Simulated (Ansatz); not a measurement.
RbBr (rock salt, Fm-3m), LDA (plane waves, PAW; program Ansatz): ε∞ = 2.73, cell volume 74.11 Å³. Infrared-active transverse modes:

```csv
ω_TO (cm⁻¹),oscillator strength S_xx (e²/amu)
99.3,0.03154
```

Problem. Compute the static dielectric constant.

Solution. Each mode adds (4.921e7/V) S/ω²: 2.12. So ε0 = 4.85.

Problem. What LO frequency does the Lyddane–Sachs–Teller relation give?

Solution. ω_LO = ω_TO √(ε0/ε∞) = 132 cm⁻¹.

The LDA relaxation kept the symmetry of its start; phonons on a q-mesh show no instability. Scalar-relativistic: spin–orbit coupling is off unless named, which matters more the heavier the elements.

Potentials: the later of the program's two PAW sets.
